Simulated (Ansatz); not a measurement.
SiMo3:
```xyz
8
Lattice="4.8326 0.0000 0.0000 0.0000 4.8326 0.0000 0.0000 0.0000 4.8326" Properties=species:S:1:pos:R:3 pbc="T T T"
Mo     1.2082     0.0000     2.4163
Mo     2.4163     3.6245     0.0000
Mo     3.6245     0.0000     2.4163
Mo     2.4163     1.2082     0.0000
Mo     0.0000     2.4163     3.6245
Mo     0.0000     2.4163     1.2082
Si     0.0000     0.0000     0.0000
Si     2.4163     2.4163     2.4163
```

Relaxed with LDA. Special points in fractions of this cell's reciprocal vectors: Γ (0.000, 0.000, 0.000); X (0.000, 0.500, 0.000); M (0.500, 0.500, 0.000); R (0.500, 0.500, 0.500).

Task: List the band energies nearest the Fermi level at these points for DFT-LDA in the program Ansatz with PAW potentials.

Result: In eV from the Fermi level; about four levels below and three above (degenerate sets whole), none deeper than 8.9 eV; points with the same levels are listed once.

```json
[
 {"k": "Γ", "below": "-2.26 -2.26 -2.26 -1.63 -1.63", "above": "1.30 1.30 1.30"},
 {"k": "X", "below": "-2.57 -2.57 -1.73 -1.73", "above": "0.30 0.30 0.96 0.96"},
 {"k": "M", "below": "-0.75 -0.73 -0.55 -0.08", "above": "0.29 0.85 1.10 1.10"},
 {"k": "R", "below": "-1.19 -1.19 -1.19 -1.19 -1.19 -1.19", "above": "1.33 1.33 1.33 1.33 1.33 1.33"}
]
```

Space group Pm-3n (A15 (Cr3Si type)). The cell was relaxed with LDA under the symmetry of its start; of distortions, only those at the zone centre were tested. No spin polarisation was allowed. Scalar-relativistic: spin–orbit coupling is off unless named, which matters more the heavier the elements.

Potentials: the later of the program's two PAW sets.
